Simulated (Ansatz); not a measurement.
Li: computed property card

Li:
```
Li
1.0
    1.52802     0.88220     7.49974
   -1.52802     0.88220     7.49974
    0.00000    -1.76441     7.49974
Li
3
Cartesian
  0.00000   0.00000  17.49885
  0.00000   0.00000   5.00037
  0.00000   0.00000   0.00000
```

Space group R-3m (No. 166), 9R (Sm type); conventional cell a = b = 3.0560 Å, c = 22.4992 Å, α = β = 90.00°, γ = 120.00°.

Method: the program Ansatz at the PBEsol level (PAW). Geometry: relaxed at this level of theory. Other levels are named where they apply.

**Cell and energy**

* **Volume per atom**: 20.22 Å³
* **Density**: 0.57 g/cm³

**Electronic structure**

Electronic character: metallic (no gap)
Density of states at the Fermi level: 0.52 states/eV per atom (mean over ±0.08 eV)

**Mechanics**

- Bulk modulus (Birch–Murnaghan fit) = 136 kbar
- Pressure derivative B′ = 3.3
- Elastic constants (relaxed ions, GPa) = C11 = 21.6, C12 = 12.6, C13 = 6.5, C14 = 1.4, C33 = 28.2, C44 = 4.9
- Mechanical stability = stable (all eigenvalues of C positive)
- Hill bulk and shear moduli = 13.6 and 5.4 GPa
- Young's modulus = 14.2 GPa
- Poisson's ratio = 0.33
- Debye temperature from the elastic constants = 376 K

**Phonons**

- Highest zone-centre frequency: 282 cm⁻¹
- Zone-centre stability: no imaginary mode at Γ

The workflow started from a Materials Project entry (that database holds measured and hypothetical structures alike); the Crystallography Open Database files this formula in space group No. 166, but the cells were not matched. It is not the phase usual at ambient conditions (space group No. 229). The cell was relaxed with PBEsol under the symmetry of its start. As this level gives no gap, shear constants depend on the k-mesh and smearing (Fermi–Dirac, 0.1 eV here). As this level gives no gap, phonon frequencies hold no LO–TO term and depend on the k-mesh and smearing (Fermi–Dirac, 0.1 eV here). Axis ratios of metals converge slowly with the k-mesh, so a and c are less sure than the volume.

Potentials: the earlier of the program's two PAW sets. The files were generated under PBE; for other functionals the program regenerates the frozen cores, and for LDA and PBEsol the local potential too.
